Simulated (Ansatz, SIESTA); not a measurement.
# CS2: 3 runs at one level of theory

```
S C
1.0
     3.64579   -2.99431    0.00000
     3.64579    2.99431    0.00000
     0.00000    0.00000    9.85126
S C
4 2
Direct
  0.18152 0.81848 0.88687
  0.31848 0.68152 0.38687
  0.68152 0.31848 0.61313
  0.81848 0.18152 0.11313
  0.50000 0.50000 0.50000
  0.00000 0.00000 0.00000
```

The cell comes from a database or a generator and needn't be the stable form of this composition.

Alike in all runs: task band structure; functional LDA; k mesh 6 × 6 × 3; occupations fermi-dirac, width 0.05 eV; no spin polarisation; no spin-orbit coupling. LDA stands for any of its common fits. Pressure is positive in compression and, in plane waves, holds the error of the finite cutoff, which Ansatz's Pulay term estimates and takes out. Gaps are the smaller of the mesh's and the band path's.

```tsv
program and potentials	plane-wave cutoff (eV)	notes	band gap (eV)	pressure (GPa)	largest force (eV/Å)
Ansatz, Ansatz PAW	420	potentials made for PBE, which Ansatz adapts in part; Pulay term of +0.07 GPa included	3.32	-1.13	0.222
Ansatz, all-electron LAPW, scalar-relativistic	-	-	3.32	-1.18	0.252
SIESTA, files PseudoDojo sr-lda-0.4.1-standard, DZP (energy shift 0.003 Ry)	-	atomic basis	3.36	0.50	1.230
```

Force on atom 1 (S), eV/Å:

```tsv
program and potentials	x	y	z
Ansatz, Ansatz PAW	0.000	0.156	0.157
Ansatz, all-electron LAPW, scalar-relativistic	0.000	0.177	0.179
SIESTA, files PseudoDojo sr-lda-0.4.1-standard, DZP (energy shift 0.003 Ry)	0.000	-0.860	-0.879
```

The band gap spans 3.32 (Ansatz, Ansatz PAW) to 3.36 eV (SIESTA, files PseudoDojo sr-lda-0.4.1-standard, DZP (energy shift 0.003 Ry)), with all-electron results at 3.32. The pressure spans -1.18 (Ansatz, all-electron LAPW, scalar-relativistic) to 0.50 GPa (SIESTA, files PseudoDojo sr-lda-0.4.1-standard, DZP (energy shift 0.003 Ry)), with all-electron results at -1.18. Rows in atomic bases carry the error of their basis and grid, which can be large.

Differences between rows come from potentials, basis sets and numerical settings, since the functional is the same but for its coding. Runs on potential files found faulty are left out.
